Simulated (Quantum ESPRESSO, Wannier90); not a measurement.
MgTe (zinc blende): Wannier90 run

Structure: Materials Project mp-13033, symmetrised, not relaxed again. Not found in the COD (Crystallography Open Database) copy used, which has the formula in other groups; not checked further. Computed values, not measurements, from PBEsol: Quantum ESPRESSO (norm-conserving PseudoDojo potentials, cutoff 68 Ry, no spin polarisation, no spin-orbit coupling) on a Γ-centred 8×8×8 mesh, then Wannier90. Density: 8×8×8 mesh, cold smearing 0.01 Ry. Spin-orbit coupling is left out although heavy elements are present.

```
begin unit_cell_cart
ang
    0.0000000000    3.2320000000    3.2320000000
    3.2320000000    0.0000000000    3.2320000000
    3.2320000000    3.2320000000    0.0000000000
end unit_cell_cart
mp_grid = 8 8 8
```

Neighbour vectors b of the finite-difference formula (Å⁻¹), by shell:

| shell | b_x | b_y | b_z |
|---|---|---|---|
| 1 | 0.12150 | 0.12150 | -0.12150 |
| 1 | 0.12150 | -0.12150 | 0.12150 |
| 1 | -0.12150 | 0.12150 | 0.12150 |
| 1 | 0.12150 | 0.12150 | 0.12150 |
| 1 | -0.12150 | -0.12150 | 0.12150 |
| 1 | -0.12150 | 0.12150 | -0.12150 |
| 1 | 0.12150 | -0.12150 | -0.12150 |
| 1 | -0.12150 | -0.12150 | -0.12150 |

Find the weights w_b from the completeness condition Σ_b w_b b_α b_β = δ_αβ.

Shell 1: Σ b_x² = 0.118, Σ b_y² = 0.118, Σ b_z² = 0.118 Å⁻²
Each of the three diagonal sums, weighted, has to give 1 and the off-diagonal ones 0, which holds for w_1 = 8.47 Å². Check on xx: 8.47×0.118 = 1.00.

On this mesh the 4 functions of bands 10-13 (valence bands; start: s functions at the bond centres, conv_tol = 1.0e-6) end with spreads 2.1213, 2.1213, 2.1213, 2.1213 Å², Ω_I = 7.5145 Å² and Ω_D = 0.0013 Å².

Ω_total is the sum of the spreads, 8.485 Å². Ω_OD = Ω_total − Ω_I − Ω_D = 0.969 Å². Only (Ω_D + Ω_OD)/Ω_total = 11.4 % depends on the gauge, and another start could lower the total by that share at most. The rms radius is √(Ω_total/4) = 1.46 Å.
